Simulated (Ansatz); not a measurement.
**Two inputs for WS2 with Mn replacing W**

This input was run with Ansatz:

```yaml
crystal:
  lattice:
    - [6.36, 0.0, 0.0]
    - [-4.77, 8.261882352, 0.0]
    - [0.0, 0.0, 12.5]
  atoms:
    - { symbol: Mn, position: [0.1666666666, 0.2222222222, 0.25], spin: 3.0 }
    - { symbol: W, position: [0.1666666666, 0.5555555556, 0.25] }
    - { symbol: W, position: [0.1666666666, 0.8888888889, 0.25] }
    - { symbol: W, position: [0.6666666666, 0.2222222222, 0.25] }
    - { symbol: W, position: [0.6666666666, 0.5555555556, 0.25] }
    - { symbol: W, position: [0.6666666666, 0.8888888889, 0.25] }
    - { symbol: W, position: [0.3333333334, 0.1111111111, 0.75] }
    - { symbol: W, position: [0.3333333334, 0.4444444444, 0.75] }
    - { symbol: W, position: [0.3333333334, 0.7777777778, 0.75] }
    - { symbol: W, position: [0.8333333334, 0.1111111111, 0.75] }
    - { symbol: W, position: [0.8333333334, 0.4444444444, 0.75] }
    - { symbol: W, position: [0.8333333334, 0.7777777778, 0.75] }
    - { symbol: S, position: [0.1666666666, 0.2222222222, 0.625] }
    - { symbol: S, position: [0.1666666666, 0.5555555556, 0.625] }
    - { symbol: S, position: [0.1666666666, 0.8888888889, 0.625] }
    - { symbol: S, position: [0.6666666666, 0.2222222222, 0.625] }
    - { symbol: S, position: [0.6666666666, 0.5555555556, 0.625] }
    - { symbol: S, position: [0.6666666666, 0.8888888889, 0.625] }
    - { symbol: S, position: [0.3333333334, 0.1111111111, 0.125] }
    - { symbol: S, position: [0.3333333334, 0.4444444444, 0.125] }
    - { symbol: S, position: [0.3333333334, 0.7777777778, 0.125] }
    - { symbol: S, position: [0.8333333334, 0.1111111111, 0.125] }
    - { symbol: S, position: [0.8333333334, 0.4444444444, 0.125] }
    - { symbol: S, position: [0.8333333334, 0.7777777778, 0.125] }
    - { symbol: S, position: [0.1666666666, 0.2222222222, 0.875] }
    - { symbol: S, position: [0.1666666666, 0.5555555556, 0.875] }
    - { symbol: S, position: [0.1666666666, 0.8888888889, 0.875] }
    - { symbol: S, position: [0.6666666666, 0.2222222222, 0.875] }
    - { symbol: S, position: [0.6666666666, 0.5555555556, 0.875] }
    - { symbol: S, position: [0.6666666666, 0.8888888889, 0.875] }
    - { symbol: S, position: [0.3333333334, 0.1111111111, 0.375] }
    - { symbol: S, position: [0.3333333334, 0.4444444444, 0.375] }
    - { symbol: S, position: [0.3333333334, 0.7777777778, 0.375] }
    - { symbol: S, position: [0.8333333334, 0.1111111111, 0.375] }
    - { symbol: S, position: [0.8333333334, 0.4444444444, 0.375] }
    - { symbol: S, position: [0.8333333334, 0.7777777778, 0.375] }
magnetization:
  spin_polarized: true
kpoints:
  mp_grid: { grid: [4, 3, 2] }
scf:
  occupations: { method: fermi_dirac, width: 0.01 }
hamiltonian:
  xc: pbe
  pseudopotentials: { kind: paw }
  hubbard: { sites: [{ species: Mn, l: d, u_eff: 5.0 }], double_counting: fll }
output:
  forces: true
  stress: true
  populations: true
  efg:
    quadrupole_moments_barn: { Mn: 0.33, S: -0.0694 }
    contact_densities: true
```

```sh
ansatz run input.yaml --threads 4 --pin off --max-ram 10240MiB --backend cpu --events-out ev --progress --plain --runs-dir out
```

It converged. Of its output the block on the nuclei alone is shown, without the SCF iterations, energies, forces and stress (one atom of each set, the first 14 sets):

```
--- PAW observables at the nuclei: V_zz in 10²¹ V/m², potentials from the cell's mean, atoms counted from 1 ---
  atom   1  Mn V_zz =    -3.526483   η = 0.0333   by run symmetry: allowed   C_q = -28.1391 MHz
            electrostatic potential = -3031.530537 V   contact ρ = 87788.135264 e/Å³   contact ρ_s (e/Å³): all electrons -3.141206, valence +5.074904
  atom   2  W  V_zz =   -19.821939   η = 0.3639   by run symmetry: allowed
            electrostatic potential = -14804.985115 V   contact ρ = 8821993.335216 e/Å³   contact ρ_s (e/Å³): all electrons -0.150751, valence -0.106732
  atom   3  W  V_zz =   -19.687622   η = 0.3905   by run symmetry: allowed
            electrostatic potential = -14804.986582 V   contact ρ = 8821993.152032 e/Å³   contact ρ_s (e/Å³): all electrons -0.962671, valence -0.920085
  atom   4  W  V_zz =   -20.109285   η = 0.1169   by run symmetry: allowed
            electrostatic potential = -14804.975013 V   contact ρ = 8822000.140212 e/Å³   contact ρ_s (e/Å³): all electrons +1.194529, valence +1.280554
  atom   5  W  V_zz =   -19.311233   η = 0.4150   by run symmetry: allowed
            electrostatic potential = -14804.989068 V   contact ρ = 8821994.247814 e/Å³   contact ρ_s (e/Å³): all electrons +0.677875, valence +0.725991
  atom   6  W  V_zz =   -19.155765   η = 0.4174   by run symmetry: allowed
            electrostatic potential = -14804.982269 V   contact ρ = 8821993.813887 e/Å³   contact ρ_s (e/Å³): all electrons -1.161798, valence -1.120189
  atom   7  W  V_zz =   -17.841112   η = 0.0052   by run symmetry: allowed
            electrostatic potential = -14805.090022 V   contact ρ = 8821986.663520 e/Å³   contact ρ_s (e/Å³): all electrons +0.012343, valence +0.012838
  atom   8  W  V_zz =   -17.768850   η = 0.0013   by run symmetry: allowed
            electrostatic potential = -14805.086447 V   contact ρ = 8821986.525123 e/Å³   contact ρ_s (e/Å³): all electrons -0.014779, valence -0.014441
  atom   9  W  V_zz =   -17.759658   η = 0.0080   by run symmetry: allowed
            electrostatic potential = -14805.088734 V   contact ρ = 8821986.499308 e/Å³   contact ρ_s (e/Å³): all electrons -0.019198, valence -0.018914
  atom  11  W  V_zz =   -17.703736   η = 0.0104   by run symmetry: allowed
            electrostatic potential = -14805.091986 V   contact ρ = 8821986.408517 e/Å³   contact ρ_s (e/Å³): all electrons -0.058070, valence -0.057735
  atom  12  W  V_zz =   -17.720827   η = 0.0048   by run symmetry: allowed
            electrostatic potential = -14805.090174 V   contact ρ = 8821986.346742 e/Å³   contact ρ_s (e/Å³): all electrons -0.057021, valence -0.056710
  atom  13  S  V_zz =    -4.752338   η = 0.0033   by run symmetry: allowed   C_q = +7.9748 MHz
            electrostatic potential = -1637.766390 V   contact ρ = 19770.661501 e/Å³   contact ρ_s (e/Å³): all electrons +0.002345, valence +0.002078
  atom  14  S  V_zz =    -4.607874   η = 0.0025   by run symmetry: allowed   C_q = +7.7324 MHz
            electrostatic potential = -1637.748665 V   contact ρ = 19770.549530 e/Å³   contact ρ_s (e/Å³): all electrons -0.028697, valence -0.028570
  atom  15  S  V_zz =    -4.629319   η = 0.0028   by run symmetry: allowed   C_q = +7.7684 MHz
            electrostatic potential = -1637.750532 V   contact ρ = 19770.559998 e/Å³   contact ρ_s (e/Å³): all electrons -0.027901, valence -0.027733
```

Problem. Can these gradients be trusted, and how do they compare with a run on standard settings?

Solution. As results of these settings, within the limits told below. Against the standard input the change is `hamiltonian.hubbard`: not typed → {sites: [{species: Mn, l: d, u_eff: 5.0}], double_counting: fll}. A site carries the number of its first atom; V_zz in 10²¹ V/m².

| site | atom | V_zz standard | η standard | V_zz here | η here |
| --- | --- | --- | --- | --- | --- |
| Mn | 1 | -0.80 | 0.37 | -3.53 | 0.03 |
| W2 | 2 | -19.71 | 0.24 | -19.82 | 0.36 |
| W3 | 3 | -19.21 | 0.39 | -19.69 | 0.39 |
| W4 | 4 | -18.63 | 0.40 | -20.1 | 0.12 |
| W5 | 5 | -20.0 | 0.24 | -19.31 | 0.42 |
| W6 | 6 | -19.73 | 0.37 | -19.16 | 0.42 |
| S19 | 19 | -4.91 | 0.82 | -4.46 | 0.39 |
| S20 | 20 | 5.59 | 0.86 | -4.15 | 0.29 |
| S21 | 21 | -4.46 | 0.07 | -3.96 | 0.10 |
| S22 | 22 | -4.98 | 0.88 | -4.50 | 0.37 |
| S23 | 23 | -4.89 | 0.01 | -4.90 | 0.07 |
| S24 | 24 | -4.76 | 0.13 | -4.68 | 0.06 |

The largest change of V_zz along a kept axis is on W4, from -18.63 to -20.1. The whole tensor moves most on S20, by 5.57 along its most changed direction. In per cent, |V_zz| changes by -3 to +8 on W, -11 to 0 on S (all sites that start above 2, bar those whose gradient vanishes or changes sign or whose main axis turns by over 40°). Where |V_zz| stays above 0.1 and the axes keep their order, η moves most on S22, from 0.88 to 0.37. On S20, Mn the largest principal value lies along another axis in the second run, so the two V_zz can't be compared directly. The table leaves out 11 of the 23 sites, with |V_zz| up to 17.93; their tensors move by 0.14 at most along any direction. The statements above cover all sites. The absolute magnetisation of the cell goes from 2.1 to 6.9 μB. SCF iterations: 24 and 23. New warnings: filled band counts differ across k points.

On the reference run: The defect repeats with the cell of 36 atoms, so it feels its images: sites between two images don't show the values beside a lone defect, and zeros or small values of η there can come from the images' arrangement. S and W carry a gradient in the pure host already, so the values there aren't the defect's effect alone. The defect cell has no gap above 0.1 eV on its mesh, so the values can hang on the smearing and the k-mesh. Without spin–orbit coupling the gradients at and beside W can be off by some per cent, at some sites by more. The neighbours have not yet relaxed around the defect (largest force 1.0 eV/Å), so a real crystal will differ.
